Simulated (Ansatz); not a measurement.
GaN (NiAs type, P6_3/mmc) under volume change, r²SCAN in the plane-wave PAW code Ansatz, shape and atoms relaxed at each volume.

| V (Å³/atom) | E − E(relaxed) (meV/atom) | P (GPa) |
|---|---|---|
| 8.730 | [?] | [?] |
| 9.017 | 27.9 | 16.40 |
| 9.305 | 6.6 | 7.53 |
| 9.593 | 0.0 | 0.01 |
| 9.881 | 5.9 | -6.36 |
| 10.169 | 22.3 | -11.75 |
| 10.456 | [?] | [?] |

What belongs in the gaps?


- 10.456, E − E(relaxed) (meV/atom): 47.6
- 10.456, P (GPa): -16.30
- 8.730, E − E(relaxed) (meV/atom): 66.5
- 8.730, P (GPa): 26.87

What does a third-order Birch–Murnaghan fit give for V₀, B₀ and B′?

V₀ = 9.59 Å³/atom, B₀ = 230 GPa, B′ = 4.5.

The start of the workflow was typed in or built on a structure type; the Crystallography Open Database copy checked does not list it. It is not the phase usual at ambient conditions (space group No. 186, 216). The cell was relaxed with r²SCAN under the symmetry of its start; its stability against distortions is not shown here. Scalar-relativistic: spin–orbit coupling is off unless named, which matters more the heavier the elements.

Potentials: the later of the program's two PAW sets.
